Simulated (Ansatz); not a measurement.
This guess for Al2B3N5 is about to be relaxed.

```xyz
10
Lattice="4.2661 0.0000 0.0000 -1.1838 4.3387 0.0000 -0.7148 -1.3571 5.7170" Properties=species:S:1:pos:R:3 pbc="T T T"
Al    0.0001    2.3317    1.1436
Al    1.1839    0.3248    2.2870
B     1.1839    2.6566    3.4304
B     2.3676    0.6497    4.5737
B    -1.1837    4.3386    0.0002
N     2.7621    1.5354    5.7169
N     0.3946    0.8856    1.1433
N     0.3946    3.2174    2.2867
N     1.5783    1.2105    3.4301
N     2.7621   -0.7964    4.5735
```

Method: Ansatz, DFT PBE, scalar-relativistic, plane waves, PAW. Cutoff 420 eV, Gaussian smearing, Γ-centred meshes. Cell and atoms relax first on a coarse mesh and then on a converged one. In between, the cell is made exact in the group found at 0.06 Å. The steps can't lower the symmetry of their start. No spin polarisation.

A guess keeps its type if space group and coordination stay and the shape of the cell changes little (axis ratios within about 15 %, angles within 6°); the volume may change.

Question: Does this structure survive the relaxation?

Answer: It doesn't keep its type. The symmetry goes from P1 (No. 1) to C2 (No. 5). The volume per atom shrinks by 8.2 %, from 10.6 to 9.7 Å³. The shortest distance goes from 1.50 Å (Al–N and B–N) to 1.44 Å (B–N). Counting neighbours within 15 % of an atom's shortest distance, the start has Al 3, B 3, N 3 and the end Al 4, B 3, N 1/2/3. In detail, at the end around Al lie 4 N at 1.82–1.95 Å; around B on a site of symmetry 1 lie 3 N at 1.44–1.52 Å; around N on a site of symmetry 1 lie 2 B at 1.44 Å and 1 Al at 1.82 Å; 3 more sites not described.

```cif
data_structure
_symmetry_space_group_name_H-M 'C2'
_symmetry_Int_Tables_number 5
_cell_length_a 13.3470
_cell_length_b 4.5637
_cell_length_c 3.2857
_cell_angle_alpha 90.000
_cell_angle_beta 104.014
_cell_angle_gamma 90.000
_cell_volume 194.18
loop_
_atom_site_label
_atom_site_type_symbol
_atom_site_symmetry_multiplicity
_atom_site_Wyckoff_symbol
_atom_site_fract_x
_atom_site_fract_y
_atom_site_fract_z
_atom_site_occupancy
Al1 Al 4 c 0.77723 0.57373 0.77668 1
B1 B 4 c 0.59422 0.60329 0.09536 1
B2 B 2 a 0.00000 0.59043 0.00000 1
N1 N 4 c 0.90673 0.41848 0.90492 1
N2 N 4 c 0.79638 0.98174 0.79564 1
N3 N 2 a 0.00000 0.92189 0.00000 1
```

The last run used a 6×6×8 mesh (in the run's order of axes) for its 10-atom cell and Gaussian smearing of 0.02 eV. Symmetry constrained the relaxation, so the result can be a saddle point.

In counts of neighbours, a slash parts the counts of unlike sites.
